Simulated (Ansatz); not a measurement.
## Density of states of TiAl₃

```
Ti Al
1.0
    -1.91111    1.91111    4.28067
     1.91111   -1.91111    4.28067
     1.91111    1.91111   -4.28067
Ti Al
1 3
Direct
  0.00000 0.00000 0.00000
  0.50000 0.50000 0.00000
  0.75000 0.25000 0.50000
  0.25000 0.75000 0.50000
```

The cell is the one relaxed in the Materials Project (mp-542915), not relaxed further here; entries there can be hypothetical.

Spin polarisation is left out, and whether a magnetic state lies lower isn't shown here.

The calculation used Ansatz 0.2.0, DFT, PBE, all-electron LAPW, scalar-relativistic.

The runs use a Γ-centred 15×15×15 k mesh, Fermi–Dirac smearing of 0.05 eV, basis error target 0.5 meV/atom, no spin polarisation.

States per eV and cell, averaged over 0.4 eV, from -10.2 to 1.2 eV, with energies (bin centres) from the Fermi level; empty bins are left out. The partial columns, the largest 4 alone, are projections on Löwdin-orthogonalised atomic shells (those that the program's projection atoms carry: the occupied ones and, for some elements, an empty d or f shell; other empty shells have no column), summed over atoms of an element. Weights on diffuse s and p shells depend on that basis and aren't pure angular character.

| E (eV) | total | Al 3p | Ti 3d | Al 3s | Ti 4s |
| --- | --- | --- | --- | --- | --- |
| -10.1 | 0.07 | 0.01 | 0.00 | 0.04 | 0.02 |
| -9.7 | 0.27 | 0.06 | 0.00 | 0.14 | 0.06 |
| -9.3 | 0.40 | 0.13 | 0.00 | 0.19 | 0.06 |
| -8.9 | 0.50 | 0.20 | 0.00 | 0.23 | 0.05 |
| -8.5 | 0.63 | 0.27 | 0.01 | 0.28 | 0.05 |
| -8.1 | 0.67 | 0.31 | 0.01 | 0.29 | 0.04 |
| -7.7 | 0.71 | 0.34 | 0.02 | 0.31 | 0.03 |
| -7.3 | 0.85 | 0.42 | 0.03 | 0.36 | 0.03 |
| -6.9 | 0.72 | 0.36 | 0.03 | 0.28 | 0.03 |
| -6.5 | 1.08 | 0.56 | 0.06 | 0.40 | 0.03 |
| -6.1 | 1.03 | 0.54 | 0.08 | 0.37 | 0.02 |
| -5.7 | 0.81 | 0.43 | 0.07 | 0.28 | 0.01 |
| -5.3 | 0.91 | 0.50 | 0.08 | 0.28 | 0.03 |
| -4.9 | 1.13 | 0.61 | 0.10 | 0.35 | 0.04 |
| -4.5 | 1.30 | 0.67 | 0.15 | 0.42 | 0.04 |
| -4.1 | 1.17 | 0.62 | 0.16 | 0.34 | 0.03 |
| -3.7 | 1.32 | 0.77 | 0.19 | 0.29 | 0.04 |
| -3.3 | 1.28 | 0.80 | 0.18 | 0.23 | 0.04 |
| -2.9 | 1.47 | 0.91 | 0.24 | 0.26 | 0.04 |
| -2.5 | 1.74 | 0.98 | 0.36 | 0.34 | 0.03 |
| -2.1 | 1.90 | 1.11 | 0.45 | 0.27 | 0.03 |
| -1.7 | 2.38 | 1.34 | 0.70 | 0.25 | 0.03 |
| -1.3 | 2.97 | 1.55 | 1.12 | 0.21 | 0.03 |
| -0.9 | 3.11 | 1.42 | 1.42 | 0.18 | 0.02 |
| -0.5 | 2.61 | 0.89 | 1.51 | 0.13 | 0.02 |
| -0.1 | 1.93 | 0.50 | 1.28 | 0.08 | 0.01 |
| 0.3 | 1.39 | 0.28 | 1.03 | 0.03 | 0.00 |
| 0.7 | 0.89 | 0.11 | 0.74 | 0.00 | 0.00 |
| 1.1 | 1.31 | 0.34 | 0.82 | 0.06 | 0.04 |

Q: Which of the resolved shells contributes most within 0.3 eV of the Fermi level?

A: Ti 3d, with 68 % of all states there; Al 3p follows with 25 %.

Q: Where is the centre of the filled Ti 3d states between -14 eV and the top of the filled states?

A: -1.56 eV from the Fermi level.
